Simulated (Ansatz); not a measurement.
With DFT-PBEsol in the program Ansatz with PAW potentials, Be in the hcp (Mg type) structure (P6_3/mmc) relaxes to a = 2.255 Å, c = 3.558 Å. Be has 12 nearest neighbours from 2.20 Å (anticuboctahedral).

Electronic character: metallic (no gap).

The PBEsol relaxation kept the symmetry of its start. Axis ratios of metals converge slowly with the k-mesh, so a and c are less sure than the volume.

Potentials: the earlier of the program's two PAW sets. The files were generated under PBE; for other functionals the program regenerates the frozen cores, and for LDA and PBEsol the local potential too.
